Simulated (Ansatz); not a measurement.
## How close does DFT come to the measured hyperfine parameters of MoS2?

Cell of run 1: a COD entry, atoms as given.

Space group P6_3/mmc (No. 194); a = 3.1690, c = 12.3240 Å, γ = 120.00°.

| site | Wyckoff | site symmetry | x | y | z |
| --- | --- | --- | --- | --- | --- |
| Mo | 2c | -6m2 | 0.3333 | 0.6667 | 0.2500 |
| S | 4f | 3m. | 0.3333 | 0.6667 | 0.6230 |

One atom of each set is listed.

All runs are DFT with Ansatz 0.2.0 (plane waves and PAW, scalar-relativistic unless spin–orbit coupling is named, Γ-centred meshes, Fermi–Dirac smearing) in this cell. Start moments of run 1 (μB): 2 on each Mo, none on the rest.

Run 1: PBE, parallel start moments, atoms as given; 420 eV, 11×11×3 k-points, smearing 0.02 eV.
Run 2: r2SCAN, parallel start moments, at the relaxed atoms; 500 eV, 11×11×3 k-points, smearing 0.02 eV.
Run 3: LDA, parallel start moments, at the relaxed atoms; 420 eV, 11×11×3 k-points, smearing 0.02 eV.

Relaxed positions (PBE, cell held):

Mo (0.3333, 0.6667, 0.2500)
S (0.3333, 0.6667, 0.6233)

The measured V_zz are derived from measured couplings with the nuclear moments that the source uses.

Problem. Give |V_zz| at Mo, |V_zz| at S for each run, and set them against experiment.

Solution. 

```
    quantity       unit  measured  run 1  run 2  run 3
|V_zz| at Mo  10²¹ V/m²      7.09   7.53   7.71   7.73
 |V_zz| at S  10²¹ V/m²      5.54   5.24   5.38   5.32
```

The runs' values of the |V_zz| at Mo lie within 3 % of one another and miss by +6 % to +9 %. The runs' values of the |V_zz| at S lie within 3 % of one another and miss by -3 % to -5 %.

**Where the measured values come from.**

“Density functional theory-based electric field gradient database”, 2020, arXiv:2005.09255 quotes: |V_zz| at Mo 7.09 × 10²¹ V/m²; |V_zz| at S 5.54 × 10²¹ V/m².

The runs hold the atoms at rest, while the measurements include thermal motion.

Without spin–orbit coupling (the program notes it for Mo) the gradients can shift somewhat, as the gap is small. In run 2 the program didn't check the stability of the electronic state in full, so a lower one may lie near. In runs 1, 2, 3 the start moments die out. In run 3 the atoms aren't at the calculated equilibrium (largest force 0.42 eV/Å). The cell isn't the equilibrium one in run 3 (calculated pressure -5 GPa), and the entry's cell may itself be off.
